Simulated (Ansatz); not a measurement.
### Question
MoS2 in space group R3m (No. 160; Mo on 3a, S on 3a, S on 3a) is relaxed with plane-wave PAW r²SCAN+D4 (Ansatz code). What lattice parameters of the conventional cell result?

### Answer
a = 3.176 Å, c = 18.671 Å.

### Question
Is it a metal or does it have a gap at this level?

### Answer
A gap of 1.03 eV, indirect.

The r²SCAN+D4 relaxation kept the symmetry of its start. The run is not spin-polarised. Spin–orbit coupling is left out wherever it is not named.

Potentials: the earlier of the program's two PAW sets.
